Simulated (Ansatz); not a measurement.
AlRu (CsCl type)

```
CELL_PARAMETERS angstrom
      2.98252     0.00000     0.00000
      0.00000     2.98252     0.00000
      0.00000     0.00000     2.98252
ATOMIC_POSITIONS crystal
  Al 0.00000 0.00000 0.00000
  Ru 0.50000 0.50000 0.50000
```

The volume is varied about the relaxed value V₀ at fixed cell shape. Symmetry pins the atoms to their sites.

Method: r2SCAN (plane waves to 500 eV, PAW, scalar-relativistic; Ansatz, a quantum-chemistry and plane-wave program). k mesh 16×16×16 (Γ-centred), Fermi-Dirac smearing 0.05 eV. The energy includes the smearing's −TS. Compression counts positive. AlRu is run without spin polarisation. AlRu was relaxed with its symmetry unable to fall. ΔE is measured from the relaxed starting cell. The last digit holds for this mesh only.

| V (Å³/atom) | ΔE (meV/atom) |
|---|---|
| 11.939 | 110.2 |
| 12.204 | 67.8 |
| 12.469 | withheld |
| 12.735 | 15.7 |
| 13.000 | 3.8 |
| 13.265 | 0.0 |
| 13.531 | 3.5 |
| 13.796 | 13.6 |
| 14.061 | 29.6 |
| 14.327 | 51.0 |
| 14.592 | 77.0 |

### Question
Fit a third-order Birch-Murnaghan form (E₀, V₀, B₀, B₀′ free) to the given rows and predict ΔE at V = 12.469.

### Answer
Least squares on the 10 given rows: ΔE = E₀ + (9V₀B₀/16)·y²·[2 + (B₀′ − 4)y], y = (V₀/V)^(2/3) − 1, with V₀ = 13.265 Å³/atom, B₀ = 220.6 GPa (160.2 GPa = 1 eV/Å³; the term in eV is multiplied by 1000), B₀′ = 4.36, E₀ = -0.01 meV/atom; root-mean-square residual 0.04 meV/atom. At 12.469 the fit gives 36.7 meV/atom; the calculation gives 36.7 meV/atom, the same to the digits shown. For the pressure the fit gives 15.6 GPa against the computed 15.6 GPa.

(A scan under strain: stresses follow from slopes of the energy per volume, elastic moduli from its curvatures.)
